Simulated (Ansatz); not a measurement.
HfN (rock salt)

```
CELL_PARAMETERS angstrom
      0.00000     2.27401     2.27401
      2.27401     0.00000     2.27401
      2.27401     2.27401     0.00000
ATOMIC_POSITIONS crystal
  N  0.00000 0.00000 0.00000
  Hf 0.50000 0.50000 0.50000
```

In this cell atom 1 (N, nearest neighbour Hf at 2.274 Å; its periodic images, 3.2 Å or more away, move with it) is moved by s along Cartesian z, unit vector (0.000, 0.000, 1.000); all other atoms and the cell stay fixed.

These are PBE (plane waves to 420 eV, PAW, scalar-relativistic; Ansatz, a program for electronic structure) values and carry that method's errors. k mesh 14×14×14 (Γ-centred), Fermi-Dirac smearing 0.05 eV. Energies are smeared free energies. Left out: 4 of 11 points, with atoms too close for the PAW data. With partly filled bands, energies and forces of such displacements shift with the k mesh and the smearing. HfN is run without spin polarisation. HfN was relaxed with its symmetry unable to fall. Spin-orbit coupling is left out, though Hf is heavy. The PAW data are Ansatz's earlier set. The zero of ΔE is the undisplaced structure. The last digit holds for this mesh only.

| s (Å) | ΔE (meV/cell) |
|---|---|
| -0.408 | 1046.4 |
| -0.272 | 425.0 |
| -0.136 | 102.1 |
| 0.000 | 0.0 |
| 0.136 | 102.1 |
| 0.272 | 425.0 |
| 0.408 | 1046.4 |

Task: What force constant k = d²E/ds² at s = 0 does the table give?

Result: 11 eV/Å². It is the second difference of the nearest points, corrected with the next pair.

Task: With k = 10.67 eV/Å² from the forces, is the well harmonic out to s = 0.408 Å?

Result: ½ks² = 888 meV/cell against the computed 1046 meV/cell, so the well is stiffer than harmonic there.

(For displaced atoms, the force is minus the slope of the energy, and its curvature is a force constant, which sets phonon frequencies.)
